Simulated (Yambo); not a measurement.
# Cs$_{2}$KCoF$_{6}$: sweep of GW parameters

G0W0@LDA for Cs2KCoF6 (space group Fm-3m, No. 225) in Yambo. Reference settings: 2×2×2 Γ-centred k mesh, bands 5 to 277 and a 7 Ry block in the screening, 277 bands in G with the Bruneval-Gonze terminator, plasmon pole fitted at 27.2 eV. The LDA gap X → X on this mesh is 0.97 eV; G0W0 gaps are taken between the same points.

| change from the reference | G0W0 gap X → X (eV) | shift of the valence edge (eV) | rough Yambo cost |
|---|---|---|---|
| reference settings | 4.47 | -1.24 | 1 |
| 159 bands in W, 159 bands in G | 4.51 | -1.21 | about 1/2 |
| wavefunctions cut at 10 Ry | 3.06 | 0.28 | about 1/3 |
| wavefunctions cut at 30 Ry | 4.38 | -0.78 | about 1/2 |
| exchange cut at 10 Ry | 4.21 | 4.31 | – |
| 77 bands in W, 77 bands in G, 4 Ry block | 5.18 | -1.56 | about 1/5 |
| 159 bands in W, 159 bands in G, 6 Ry block | 4.61 | -1.25 | about 1/2 |
| 218 bands in W, 218 bands in G, 6 Ry block | 4.56 | -1.26 | within a factor of two |
| 2 Ry block | 6.37 | -2.43 | within a factor of two |
| 4 Ry block | 5.04 | -1.56 | within a factor of two |
| 3 Ry block | 5.38 | -1.75 | within a factor of two |
| 6 Ry block | 4.58 | -1.28 | within a factor of two |
| 4×4×4 mesh | 4.47 | -1.27 | about 20× |
| 159 bands in W, 159 bands in G, 3 Ry block, no terminator | 5.42 | -1.56 | about 1/2 |
| 218 bands in W, 218 bands in G, no terminator | 4.46 | -0.98 | within a factor of two |

The reference isn't shown to be the converged limit. Costs are rough (shared machines), scaled to the same edge states, and given only for runs that recompute the screening.

The 3d shell has no Hubbard U; the runs are without spin polarisation, and magnetic order was not tried.

Geometry of the Materials Project entry, not relaxed at this level; primitive cell a = 6.390 Å, b = 6.390 Å, c = 6.390 Å, α = 60.00°, β = 60.00°, γ = 60.00°.

The structure is a Materials Project entry; no match was found in the copy of COD used, and its stability was not checked.

A shift is the quasiparticle energy of the state minus its LDA energy.
